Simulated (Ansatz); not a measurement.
Take a crystal in which In has been replaced by Sc on all its sites, with the cell rescaled by a rough guess (in some cases also distorted within its space group) and nothing relaxed:

```cif
data_structure
_symmetry_space_group_name_H-M 'P 1'
_symmetry_Int_Tables_number 1
_cell_length_a 3.8055
_cell_length_b 3.8055
_cell_length_c 3.8055
_cell_angle_alpha 122.442
_cell_angle_beta 122.442
_cell_angle_gamma 85.820
_cell_volume 37.42
loop_
_atom_site_label
_atom_site_type_symbol
_atom_site_fract_x
_atom_site_fract_y
_atom_site_fract_z
_atom_site_occupancy
Sc1 Sc 0.00000 0.00000 0.00000 1
```

Level of theory: Ansatz 0.2.0, DFT PBEsol, scalar-relativistic, plane waves, PAW.

Plane waves to 420 eV, a k mesh through Γ of 16×16×16 on the computed 1-atom cell and Gaussian smearing (0.10 eV); no spin polarisation.

Problem. Will this cell want to expand or contract, and how hard?

Solution. The pressure is -11.5 GPa (positive in compression), so the cell would contract.

Problem. Is it a metal on this mesh?

Solution. Yes, a band crosses the Fermi level.

This form isn't the element's structure at ambient conditions.